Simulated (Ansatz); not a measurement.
## Structure relaxation, ZnCu2SnS4

The start is a relaxed ZnCu2SnS4 cell shaken by Gaussian noise of σ = 0.08 Å a coordinate. Cell shape, volume and atoms are optimised at zero target pressure with PBE (plane waves to 420 eV, PAW, scalar-relativistic; Ansatz, an electronic-structure program). First-step values are on the input's coarse k-mesh.

Ansatz input (later rounds restart from its end on a renewed k-mesh):
Ansatz 0.2 input:
```yaml
crystal:
  lattice:
    - [0, 6.8023691404, 7.9760088785]
    - [2.4333871924, 0, 7.9760088785]
    - [2.4333871924, 6.8023691404, 0]
  atoms:
    - { symbol: Cu, position: [0.1232199148, 0.8803908066, 0.2000307349] }
    - { symbol: Cu, position: [0.851128483, 0.1343197391, 0.8292625608] }
    - { symbol: S, position: [0.444802539, 0.3736452311, 0.0654895417] }
    - { symbol: S, position: [0.0688634379, 0.1103666809, 0.4012901466] }
    - { symbol: S, position: [0.7543944876, 0.7545773621, 0.7345849566] }
    - { symbol: S, position: [-0.0026621213, 0.0082174043, -0.0050707374] }
    - { symbol: Sn, position: [0.2384488793, 0.2652529068, 0.2454635418] }
    - { symbol: Zn, position: [0.5214647853, 0.4684477505, 0.4954864733] }
basis: { ecutwfc: 420, ecutrho_ratio: 4, xc_grid: 2, fft_grid_basis: typed }
kpoints: { mp_grid: { grid: [5, 5, 5] } }
hamiltonian:
  xc: pbe
  dispersion: none
  pseudopotentials: { azcp: { folder: ./paw }, kind: paw }
scf: { occupations: { method: fermi_dirac, width: 0.05 } }
relax: { f_tol: 0.01, max_steps: 100, cell: { stress_tol: 0.02 } }
output: { forces: true, stress: true }
```

Q: Which atoms feel the largest initial force, and how large is it?

A: About 2.2 eV/Å, on Cu1 (atoms numbered as listed).

Q: Is the parent structure recovered?

A: It does not go back: it reaches Cm (No. 8), 0.52 eV/atom below the parent.

Q: What band gap does the relaxed structure have at this level?

A: No gap on the sampled points, where the bands overlap only slightly; such a result is sensitive to mesh and level.

Q: Write out the relaxed structure.

A: 
Space group Cm (No. 8); a = 14.352 Å, b = 3.875 Å, c = 6.669 Å, α = 90.00°, β = 117.55°, γ = 90.00°

```csv
atom,site,symmetry,x,y,z
Cu,2a,m,0.1582,0.5000,0.8602
Cu,2a,m,0.4033,0.5000,0.4442
S,2a,m,0.0821,0.0000,0.6596
S,2a,m,0.3486,0.0000,0.5546
S,2a,m,0.0879,0.5000,0.1169
S,2a,m,0.3396,0.5000,0.0560
Sn,2a,m,0.1564,0.0000,0.3958
Zn,2a,m,0.3903,0.0000,0.9464
```
(The calculation used a cell of 8 atoms; values per cell refer to that cell.)

Final values are on a 13×13×8 k-mesh of the relaxed cell. No spin polarisation in the result.

The relaxed structure here is a generated cell of ZnCu2SnS4: the first start was made by a random draw of sites in a space group, and the end was not matched to a known phase here, so it may be hypothetical. Known forms of ZnCu2SnS4 include space group No. 82.
